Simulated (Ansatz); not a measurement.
## Data sheet: ZnSe (DFT)

ZnSe:
Space group Pnma (No. 62); a = 6.509 Å, b = 4.123 Å, c = 6.925 Å, α = β = γ = 90.00°

```json
[
 {"atom": "Zn", "site": "4c", "symmetry": ".m.", "x": "0.1407", "y": "0.2500", "z": "0.8892"},
 {"atom": "Se", "site": "4c", "symmetry": ".m.", "x": "0.2411", "y": "0.7500", "z": "0.0587"}
]
```

Space group Pnma (No. 62); conventional cell a = 6.509 Å, b = 4.123 Å, c = 6.925 Å, α = 90.00°, β = 90.00°, γ = 90.00°.

Method: r²SCAN+D4 in the plane-wave PAW code Ansatz. Geometry: relaxed at this level of theory. Other levels are named where they apply.

**Cell and energy**

```yaml
volume_per_atom: 23.23 Å³
density: 5.16 g/cm³
Formation energy from the elements (no fitted shifts): -0.73 eV/atom
```

**Electronic structure**

```yaml
band_gap: 2.02 eV (direct)
valence_band_maximum: at Γ
conduction_band_minimum: at Γ
electron_effective_mass: 0.15, 0.18, 0.19 mₑ (principal values)
Electron effective mass with spin–orbit coupling: 0.15, 0.18, 0.19 mₑ (principal values)
hole_effective_mass: 0.17, 1.6, 2.2 mₑ (principal values)
Hole effective mass with spin–orbit coupling: 0.19, 0.67, 1.1 mₑ (principal values)
HSE06 gap on the r²SCAN+D4 cell: 2.53 eV
Gap with spin–orbit coupling: 1.95 eV
```

**Mechanics**

```yaml
Bulk modulus (Birch–Murnaghan fit): 23.7 GPa
Pressure derivative B′: 8.8
```

**Charges**

```yaml
bader_charges: Zn +0.85, Se -0.85 e
```

The start of the workflow was typed in or built on a structure type; neither database checked (COD, Materials Project) lists it. It is not the phase usual at ambient conditions (space group No. 216). The cell was relaxed with r²SCAN+D4 under the symmetry of its start; whether a distortion lowers the energy is not shown. The references are the lowest solids computed at this level, not always the standard phases. Spin–orbit coupling is left out wherever it is not named.

Potentials: the later of the program's two PAW sets.
